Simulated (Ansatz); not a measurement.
Relaxed Al (fcc, Cu type):

```
Al
1.0
    3.99199     0.00000     0.00000
    0.00000     3.99199     0.00000
    0.00000     0.00000     3.99199
Al
4
Direct
  0.00000   0.00000   0.00000
  0.50000   0.50000   0.00000
  0.50000   0.00000   0.50000
  0.00000   0.50000   0.50000
```

In each cell atom 4 (Al, nearest neighbour Al at 2.823 Å; its periodic images, 4.0 Å or more away, move with it) moves by s·(0.707, 0.707, 0.000) (along Cartesian [110]), the rest being held.

Method: r2SCAN (plane waves to 500 eV, PAW, scalar-relativistic; Ansatz, a first-principles code). k mesh 9×9×9 (Γ-centred), Fermi-Dirac smearing 0.05 eV. E stands for the smeared free energy. With partly filled bands, energies and forces of such displacements shift with the k mesh and the smearing. On this mesh the relaxed cell isn't quite at rest: it carries a pressure of 0.3 GPa (compression positive) at the zero of the scan. Al was relaxed with its symmetry unable to fall. The zero of ΔE is the undisplaced structure.

Q: Predict the ΔE (meV/cell) at s (Å) = -0.336, -0.224, -0.112, 0.112, 0.560.

A: 
```tsv
s (Å)	ΔE (meV/cell)
-0.336	331
-0.224	142
-0.112	35
0.112	35
0.560	1038
```

(A displaced cell: forces are minus the slopes of the energy, force constants its curvatures, and phonons follow from these.)
